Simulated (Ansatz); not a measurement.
Sn (body-centred tetragonal, I4/mmm) under volume change, plane-wave PAW r²SCAN (Ansatz code), shape and atoms relaxed at each volume.

```csv
V (Å³/atom),E − E(relaxed) (meV/atom),P (GPa)
24.896,42.1,6.01
25.717,17.6,3.64
26.538,4.1,1.66
27.359,0.0,-0.01
28.179,?,?
29.000,?,?
29.821,30.1,-3.61
```

### Question
Fill in the missing entries.

### Answer

- 29.000, E − E(relaxed) (meV/atom): 14.1
- 29.000, P (GPa): -2.59
- 28.179, E − E(relaxed) (meV/atom): 3.8
- 28.179, P (GPa): -1.43

### Question
What does a third-order Birch–Murnaghan fit give for V₀, B₀ and B′?

### Answer
V₀ = 27.35 Å³/atom, B₀ = 51.1 GPa, B′ = 4.7.

This is a known high-pressure phase of the composition, computed here at zero pressure and temperature. Symmetry was held in the r²SCAN relaxation. At this level the phase is mechanically unstable. Spin–orbit coupling is left out wherever it is not named.

Potentials: the earlier of the program's two PAW sets.
